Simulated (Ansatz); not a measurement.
MoSeS:
```cif
data_Mo2S2Se2
_chemical_formula_sum 'Mo2 Se2 S2'
_space_group_name_H-M_alt 'P-6m2'
_space_group_IT_number 187
_space_group_name_Hall 'P -6 2'
_cell_length_a 3.23822
_cell_length_b 3.23822
_cell_length_c 12.83012
_cell_angle_alpha 90.000
_cell_angle_beta 90.000
_cell_angle_gamma 120.000
loop_
_atom_site_label
_atom_site_type_symbol
_atom_site_symmetry_multiplicity
_atom_site_Wyckoff_symbol
_atom_site_fract_x
_atom_site_fract_y
_atom_site_fract_z
_atom_site_occupancy
Mo1 Mo 1 a 0.00000 0.00000 0.00000 1
Mo2 Mo 1 d 0.33333 0.66667 0.50000 1
Se1 Se 2 g 0.00000 0.00000 0.36910 1
S1 S 2 h 0.33333 0.66667 0.11954 1
```

Relaxed at zero pressure with plane-wave PAW r²SCAN+D4 (Ansatz code).

**Question.** The volume is lowered by 9 % and shape and atoms relax at that volume. What pressure results, and how do the axes share the change?

**Answer.** 5.8 GPa; a -1.6 %, b -1.6 %, c -6.1 %; the energy rises by 27 meV/atom.

**Question.** Give the new structure.

**Answer.** 
Space group P-6m2 (No. 187); a = b = 3.187 Å, c = 12.051 Å, α = β = 90.00°, γ = 120.00°

| atom | site | symmetry | x | y | z |
|---|---|---|---|---|---|
| Mo | 1a | -6m2 | 0.0000 | 0.0000 | 0.0000 |
| Mo | 1d | -6m2 | 0.3333 | 0.6667 | 0.5000 |
| Se | 2g | 3m. | 0.0000 | 0.0000 | 0.3603 |
| S | 2h | 3m. | 0.3333 | 0.6667 | 0.1275 |

The phase is kept; no other phase was compared at this pressure.

The workflow started from a Materials Project entry (that database holds measured and hypothetical structures alike); the Crystallography Open Database copy checked does not list it. With Se and S taken as one species the cell has the higher symmetry P6_3/mmc, so it may be an ordered model of a mixed-site phase. Whether it is the stable phase at ambient conditions was not checked. Symmetry was held in the r²SCAN+D4 relaxation; its stability against distortions is not shown here. The run is not spin-polarised.

Potentials: the later of the program's two PAW sets.
